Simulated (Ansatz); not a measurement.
TePtSe:
Space group P3m1 (No. 156); a = b = 3.9057 Å, c = 5.1712 Å, α = β = 90.00°, γ = 120.00°

| atom | site | symmetry | x | y | z |
|---|---|---|---|---|---|
| Te | 1a | 3m. | 0.0000 | 0.0000 | 0.2602 |
| Pt | 1b | 3m. | 0.3333 | 0.6667 | 0.9921 |
| Se | 1c | 3m. | 0.6667 | 0.3333 | 0.7477 |

Relaxed at zero pressure with plane-wave PAW r²SCAN+D4 (Ansatz code).

### Question
The volume is lowered by 3 % and shape and atoms relax at that volume. What pressure results, and how do the axes share the change?

### Answer
1.5 GPa; a -0.2 %, b -0.2 %, c -2.6 %; the energy rises by 3 meV/atom.

### Question
Give the new structure.

### Answer

Space group P3m1 (No. 156); a = b = 3.8977 Å, c = 5.0367 Å, α = β = 90.00°, γ = 120.00°

| atom | site | symmetry | x | y | z |
|---|---|---|---|---|---|
| Te | 1a | 3m. | 0.0000 | 0.0000 | 0.2665 |
| Pt | 1b | 3m. | 0.3333 | 0.6667 | 0.9917 |
| Se | 1c | 3m. | 0.6667 | 0.3333 | 0.7418 |

The phase is kept; no other phase was compared at this pressure.

The workflow started from a Materials Project entry (that database holds measured and hypothetical structures alike); the Crystallography Open Database copy checked does not list it. With Te and Se taken as one species the cell has the higher symmetry P-3m1, so it may be an ordered model of a mixed-site phase. Its standing as an ambient phase is unchecked. The r²SCAN+D4 relaxation kept the symmetry of its start; its stability against distortions is not shown here. No spin polarisation was allowed. Spin–orbit coupling is left out wherever it is not named.

Potentials: the later of the program's two PAW sets.
